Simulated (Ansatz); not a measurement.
# Structure relaxation, LiH

The start is a relaxed LiH cell with every coordinate shifted by Gaussian noise of σ = 0.1 Å. The structure is fully relaxed (lattice and positions, P = 0) with r2SCAN (plane waves to 500 eV, PAW, scalar-relativistic; Ansatz, a first-principles code). The first steps use a coarse 10×10×10 k-mesh.

Initial structure:
```
CELL_PARAMETERS angstrom
      0.00000     2.00271     2.00271
      2.00271     0.00000     2.00271
      2.00271     2.00271     0.00000
ATOMIC_POSITIONS crystal
  H  0.97036 0.96283 0.00704
  Li 0.48334 0.50382 0.48045
```

| Item | Value |
|---|---|
| Energy released | 4 meV/atom |
| Relative to the parent | It relaxes back to the parent, Fm-3m (No. 225) |
| Shortest distances (start → end) | The closest pairs of elements (up to four, under 3.6 Å), start → end: H–Li 1.90 → 2.00 Å; H–H 2.83 → 2.83 Å; Li–Li 2.83 → 2.83 Å |
| Band gap at the end | 3.63 eV, direct (no spin-orbit coupling) |
| Optimiser moves | 3 |

Relaxed structure:

```cif
data_H4Li4
_chemical_formula_sum 'H4 Li4'
_space_group_name_H-M_alt 'Fm-3m'
_space_group_IT_number 225
_space_group_name_Hall '-F 4 2 3'
_cell_length_a 4.00550
_cell_length_b 4.00550
_cell_length_c 4.00550
_cell_angle_alpha 90.000
_cell_angle_beta 90.000
_cell_angle_gamma 90.000
loop_
_atom_site_label
_atom_site_type_symbol
_atom_site_symmetry_multiplicity
_atom_site_Wyckoff_symbol
_atom_site_fract_x
_atom_site_fract_y
_atom_site_fract_z
_atom_site_occupancy
H1 H 4 b 0.50000 0.50000 0.50000 1
Li1 Li 4 a 0.00000 0.00000 0.00000 1
```
(The calculation used a cell of 2 atoms; values per cell refer to that cell.)

Final values are on a 14×14×14 k-mesh of the relaxed cell. No spin polarisation in the result.
